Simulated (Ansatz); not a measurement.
Ansatz input

```yaml
crystal:
  lattice:
    - [2.7333343951, 0.0, 0.0]
    - [-1.3666671976, 2.3671370232, 0.0]
    - [0.0, 0.0, 4.7634219175]
  atoms:
    - { symbol: Pt, position: [0.3333333333, 0.6666666667, 0.25], spin: 1.0 }
    - { symbol: Pt, position: [0.6666666667, 0.3333333333, 0.75], spin: 1.0 }
hamiltonian:
  xc: r2scan
  pseudopotentials:
    kind: paw
    azcp:
      Pt: "pseudopotentials/Pt.paw.azcp"
basis:
  ecutwfc: 500
  fft_grid_basis: typed
kpoints:
  mp_grid: { grid: [22, 22, 11], shift: [0, 0, 0] }
magnetization:
  spin_polarized: true
scf:
  occupations: { method: fermi_dirac, width: 0.05 }
output:
  stress: true
```

Terminal output

```
Engine: ansatz 0.2.0, aarch64-unknown-linux-gnu
Pseudopotentials: kind: paw
Pseudopotential: Pt, paw, valence charge 18, recommended cutoff 500 eV (meta_gga) 
Functional definition: r2SCAN
  parameter k0 = 0.174
  parameter k1 = 0.065
  parameter a1 = 4.9479
  exchange = r2scan_x(k0 = k0, k1 = k1, a1 = a1)
  correlation = r2scan_c
Crystal: 2 atoms, lattice volume = 30.820 Å³
Basis set: ecut = 500 eV, 749 PW (Γ), exchange–correlation on 80×80×144 points (64 copies of the dense FFT grid, shifted against one another)
Bands: 23, of which v1, the nominal top of the filled ones, is band 18 counted from 1 (17 counted from 0)
Symmetry: 24 space group operations
Space group: P63/mmc (ITA 194), of the structure as read, at distance tolerance 3.1e-5 Å
Magnetic group: BNS 194.263 (UNI 1493), of the structure as read, at distance tolerance 3.1e-5 Å
k-points: 312 of 5324
Non-local potential: Pt, projectors of the file, l = 0: 3, l = 1: 2, l = 2: 2, l = 3: 1
PAW form: soft (Blöchl's): semilocal exchange-correlation on the pseudo side does not see the compensation charge
PAW frozen core: Pt, regenerated for the run's functional (the file was generated under x = pbe(κ = 0.804, μ = 0.2195149727645171), c = pbe(β = 0.06672455060314922))
PAW one-centre angular grid: Pt, 590 points (default); XC on 160 Gauss nodes
Initial density: superposition of atomic densities (chi_scale 0.1, normalization cell)
Starting moments: Σ|m| = 2 μB on 2 of 2 sites
Initial wavefunctions: pseudopotential atomic-orbital guess
Functional: x = r2scan, c = r2scan; τ floored in thin density (d = 2e-4 eV/Å³)
iter 1 solved again at ethr=2.70e-3 eV; its pass at ethr=3.10e-3 eV (dr2=9.72e-1 eV) is discarded
SCF iter   1: F=—  HF=-25073.604040 eV  |F-HF|=—  |Δ(HF+E_count)|=         —  Δρ=3.82e-2 (↑3.82e-2 ↓3.16e-2)  dr2=1.30e0  dr2_τ=1.65e-2  dr2_m=4.74e-2  M=1.274 μB ∫|m|=1.302 μB  β_m=0.83  ethr=2.70e-3  ⟨swp⟩=2.0  Hψ=84760  notcnv=0
Mixer restart at iter 1: flushing history
spin=Collinear: Kerker preconditioning applied to the charge; magnetization (m = ρ↑ − ρ↓) channel mixes plain (no charge-response kernel on spin).
SCF iter   2: F=—  HF=-25073.191844 eV  |F-HF|=—  |Δ(HF+E_count)|=   4.12e-1  Δρ=1.97e-2 (↑1.97e-2 ↓1.93e-2)  dr2=3.90e-1  dr2_τ=1.19e-2  dr2_m=4.91e-3  M=1.176 μB ∫|m|=1.250 μB  β_m=1.00  ethr=2.70e-3  ⟨swp⟩=2.0  Hψ=23441  notcnv=0  κ⁻¹=1.0e0(r=1)
...
spin=Collinear: Kerker preconditioning applied to the charge; magnetization (m = ρ↑ − ρ↓) channel mixes plain (no charge-response kernel on spin).
SCF iter   2: F=—  HF=-25073.454981 eV  |F-HF|=—  |Δ(HF+E_count)|=   9.27e-3  Δρ=4.22e-3 (↑4.22e-3 ↓3.77e-3)  dr2=5.31e-4  dr2_τ=6.59e-4  dr2_m=4.22e-3  M=0.554 μB ∫|m|=0.593 μB  ethr=2.78e-6  ⟨swp⟩=1.0  Hψ=69031  notcnv=0
SCF iter   3: F=—  HF=-25073.464237 eV  |F-HF|=—  |Δ(HF+E_count)|=   9.26e-3  Δρ=1.35e-4 (↑1.35e-4 ↓9.79e-5)  dr2=3.46e-6  dr2_τ=2.61e-7  dr2_m=2.34e-6  M=0.021 μB ∫|m|=0.023 μB  ethr=2.78e-6  ⟨swp⟩=1.0  Hψ=32848  notcnv=0
an SCF towards Hund's moment on open shells that bore less, with the run's symmetry operations kept, reached no lower state that the run goes on to. This is no proof of a minimum
WARN: the starting moments were not kept: the SCF closed with an absolute magnetisation of 5.1e-5 μB, where they sum to 2 μB in size (2 sites). That is at most 0.1 of that sum. Measured as dr2_m measures the in/out step, that magnetisation stands 7.0e-10 eV from none, at or under the dr2_threshold of 1.0e-7 eV: it is no larger than a step whose dr2_m would equal this threshold. The system may hold no moment; this SCF shows only that its start led to no more than that. To try another start: raise the starting moments (crystal.atoms[].spin, magnetization.per_species, magnetization.initial_magnetization, or on a non-collinear deck that types none of these the spinor_matrix: blocks that start its atoms; where the total moment is fixed, keep their sum and leave initial_magnetization as it is; typed ones take the place of any that the run laid by itself, positive ones on a crystal's lanthanoids without a Hubbard term where scf.initial_density.shell_occupations: [] is typed) or, if the notice of its spin-set hold's release reads "site moments contracting" or "site moments show no strong build", lengthen the hold (scf.mixing.spin_hold: { on: { confirm: 4 } }; for m-r²SCAN on two components see the key's manual first). Each may lead to a state that holds a moment. A second SCF, from the converged charge density, with the starting moments and any scf.initial_density.shell_occupations laid on it anew, would have followed, and was not run: the deck does not ask for one (magnetization.retry_lost_moments is false, the default). To let it run, set magnetization.retry_lost_moments: true and run the deck again, where that key's refused combinations let it; where memory then withholds it, that run's warning says so.
this state was not tested for a lower state beside it, because the mixer in use, unlike msr1, does not test its closes by its own steps (another_mixer; see scf.mixing.algorithm and scf.lower_state_search)
SCF converged after 26 iterations
Magnetization: -0.0000 μB (18.0000 up, 18.0000 down)
Absolute magnetization: 0.0001 μB (∫|ρ↑−ρ↓|, with the PAW one-centre terms)
Spin contamination: 0.0000 ħ² per cell (⟨S²⟩ above its minimum at these occupations)
Per-site moments (μB) at R_I (Å): [(-2.4614702975710776e-5, 1.1275004379800904), (-2.4614702975789645e-5, 1.1275004379800904)]
Free energy (F): -25073.464251 eV
Harris-Foulkes:  -25073.464251 eV  (|F-HF|=7.28e-12)
Internal energy: -25073.437782 eV  (E = F + TS)
E sigma→0 (E₀):  -25073.451016 eV
Entropy (-TS):   -0.026469 eV (-13.234 meV/atom)
Fermi energy:    22.433917 eV
--- Per-component energies (eV) ---
  E_band       = -314.002504
  E_kinetic    = 1275.821037
  E_local      = -2996.175681  (includes V_loc(G=0)·N_el)
  E_nonlocal   = 404.247822
  E_hartree    = 1114.747438
  E_xc         = -500.264572
  E_vxc        = -675.087601  (∫ρ·V_xc dr)
  E_paw        = -18959.834139  (= ΣΔE_a)
  E_vpaw       = -595.426650  (= ΣTr[D̂ρ^β])
  E_aug_tail   = 0.000306  (compensation charges beyond the density's cutoff)
  E_vtau       = 43.123351  (kinetic-family band-sum trace: ∫τ·v_τ [+ j·A + Jᵃ·Aᵃ] dr)
  E_ewald      = -5411.517005
  E_core_change = -0.462989  (= ΣΔE_core)
  E_smearing   = -0.026469  (= −TS)
  E_closure    = 0.000000  (closes the sum)
  Σ components = -25073.464251   (vs F -25073.464251, Δ=0.00e0)
--- Stress (GPa, compression-positive) ---
        0.311266       0.000000       0.000000
        0.000000       0.311266       0.000000
        0.000000       0.000000      -0.369939
  P = ⅓ Tr σ = 0.0842 GPa (0.842 kbar)
```
